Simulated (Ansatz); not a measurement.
Ti under pressure

Level of theory: DFT LDA, scalar-relativistic, plane waves, PAW (Ansatz 0.2.0). Cutoff 420 eV, 18×18×10 k-points (Γ-centred), Fermi-Dirac smearing of 0.15 eV. No spin polarisation. Phonons by linear response, acoustic sum rule imposed.

Equilibrium structure at this level:
```cif
data_structure
_symmetry_space_group_name_H-M 'P6_3/mmc'
_symmetry_Int_Tables_number 194
_cell_length_a 2.8647
_cell_length_b 2.8647
_cell_length_c 4.5460
_cell_angle_alpha 90.000
_cell_angle_beta 90.000
_cell_angle_gamma 120.000
_cell_volume 32.31
loop_
_atom_site_label
_atom_site_type_symbol
_atom_site_symmetry_multiplicity
_atom_site_Wyckoff_symbol
_atom_site_fract_x
_atom_site_fract_y
_atom_site_fract_z
_atom_site_occupancy
Ti1 Ti 2 c 0.33333 0.66667 0.25000 1
```

In a metal, frequencies and elastic constants depend on the k mesh and the smearing, soft modes and shear constants most.

Optical modes at Γ (cm⁻¹) at zero pressure: 96, 218.

Problem. Under hydrostatic pressure the same modes lie at 74, 277 cm⁻¹. What is the pressure, and how much has the cell shrunk?

Solution. 15 GPa; the volume is 9.6 % smaller.